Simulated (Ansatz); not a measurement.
SiO$_{2}$:
```cif
data_O6Si3
_chemical_formula_sum 'Si3 O6'
_space_group_name_H-M_alt 'P 1'
_space_group_IT_number 1
_cell_length_a 5.28677
_cell_length_b 5.28677
_cell_length_c 5.28677
_cell_angle_alpha 97.625
_cell_angle_beta 97.625
_cell_angle_gamma 97.625
loop_
_space_group_symop_operation_xyz
  'x, y, z'
loop_
_atom_site_label
_atom_site_type_symbol
_atom_site_fract_x
_atom_site_fract_y
_atom_site_fract_z
_atom_site_occupancy
Si1 Si 0.71533 0.28467 0.50000 1
Si2 Si 0.50000 0.71533 0.28467 1
Si3 Si 0.28467 0.50000 0.71533 1
O1 O 0.30958 0.69042 0.50000 1
O2 O 0.50000 0.30958 0.69042 1
O3 O 0.69042 0.50000 0.30958 1
O4 O 0.00000 0.33396 0.66604 1
O5 O 0.66604 0.00000 0.33396 1
O6 O 0.33396 0.66604 0.00000 1
```

Relaxed with r²SCAN.

### Question
Which orbitals make up the states near the band edges in the program Ansatz at the r²SCAN level (PAW)?

### Answer
Top 1 eV of the valence band: O 2p 97 %. Bottom 1 eV of the conduction band: Si 3s 35 %, Si 3p 17 %, O 2s 16 %, outside the projected shells 27 %. Projections are on Löwdin-orthogonalised atomic valence shells; empty p or d shells of many metals are not among them.

### Question
Tabulate the density of states.

### Answer
States/eV per cell of 9 atoms, in 0.25 eV bins, energy from the valence-band maximum.

```csv
E (eV),total,O 2p,Si 3p,O 2s
-7.86,1.03,0.72,0.06,0.04
-7.61,1.14,0.80,0.07,0.04
-7.36,1.93,1.36,0.14,0.08
-7.11,3.29,2.34,0.25,0.13
-6.86,0.94,0.67,0.08,0.04
-6.61,0.05,0.04,0.00,0.00
-6.36,0.44,0.32,0.04,0.02
-6.11,2.37,1.77,0.26,0.07
-5.86,3.16,2.41,0.44,0.07
-5.61,2.18,1.66,0.41,0.02
-5.36,6.00,4.61,1.25,0.02
-5.11,7.07,5.55,1.37,0.03
-4.86,6.93,5.56,1.24,0.02
-4.61,3.81,3.09,0.65,0.00
-4.36,0.00,0.00,0.00,0.00
-4.11,0.00,0.00,0.00,0.00
-3.86,5.26,4.06,0.55,0.53
-3.61,2.74,2.09,0.29,0.29
-3.36,0.00,0.00,0.00,0.00
-3.11,0.00,0.00,0.00,0.00
-2.86,5.54,4.55,0.62,0.23
-2.61,4.56,3.94,0.38,0.14
-2.36,12.57,11.47,0.57,0.23
-2.11,2.04,1.88,0.08,0.03
-1.86,7.83,7.34,0.26,0.06
-1.61,10.09,9.42,0.34,0.12
-1.36,4.62,4.33,0.16,0.04
-1.11,8.13,7.74,0.18,0.08
-0.86,14.36,13.75,0.21,0.17
-0.61,5.47,5.27,0.09,0.03
-0.36,6.86,6.67,0.07,0.03
-0.11,5.92,5.79,0.04,0.03
0.14,0.00,0.00,0.00,0.00
0.39,0.00,0.00,0.00,0.00
0.64,0.00,0.00,0.00,0.00
0.89,0.00,0.00,0.00,0.00
1.14,0.00,0.00,0.00,0.00
1.39,0.00,0.00,0.00,0.00
1.64,0.00,0.00,0.00,0.00
1.89,0.00,0.00,0.00,0.00
2.14,0.00,0.00,0.00,0.00
2.39,0.00,0.00,0.00,0.00
2.64,0.00,0.00,0.00,0.00
2.89,0.00,0.00,0.00,0.00
3.14,0.00,0.00,0.00,0.00
3.39,0.00,0.00,0.00,0.00
3.64,0.00,0.00,0.00,0.00
3.89,0.00,0.00,0.00,0.00
4.14,0.00,0.00,0.00,0.00
4.39,0.00,0.00,0.00,0.00
4.64,0.00,0.00,0.00,0.00
4.89,0.00,0.00,0.00,0.00
5.14,0.00,0.00,0.00,0.00
5.39,0.00,0.00,0.00,0.00
5.64,0.00,0.00,0.00,0.00
5.89,0.00,0.00,0.00,0.00
6.14,0.00,0.00,0.00,0.00
6.39,0.03,0.00,0.00,0.01
6.64,0.22,0.01,0.02,0.04
6.89,0.36,0.02,0.05,0.06
7.14,0.48,0.02,0.10,0.08
7.39,0.61,0.04,0.15,0.10
7.64,0.76,0.05,0.21,0.12
7.89,0.98,0.07,0.29,0.15
8.14,1.19,0.09,0.38,0.17
8.39,1.18,0.09,0.42,0.16
8.64,1.69,0.14,0.67,0.19
8.89,2.30,0.21,0.95,0.22
9.14,2.14,0.21,0.90,0.19
9.39,2.52,0.26,1.12,0.23
9.64,2.62,0.24,1.13,0.29
9.89,3.67,0.22,1.35,0.56
10.14,2.93,0.19,1.10,0.45
10.39,4.21,0.31,1.90,0.56
10.64,5.90,0.43,2.88,0.76
10.89,5.38,0.43,2.68,0.64
11.14,4.80,0.37,2.44,0.51
```

Space group R32. The workflow started from a Materials Project entry (that database holds measured and hypothetical structures alike); the Crystallography Open Database copy checked does not list it. It is not the phase usual at ambient conditions (space group No. 92, 152, 154). The r²SCAN relaxation kept the symmetry of its start; phonons show weakly imaginary modes.

Potentials: the later of the program's two PAW sets.
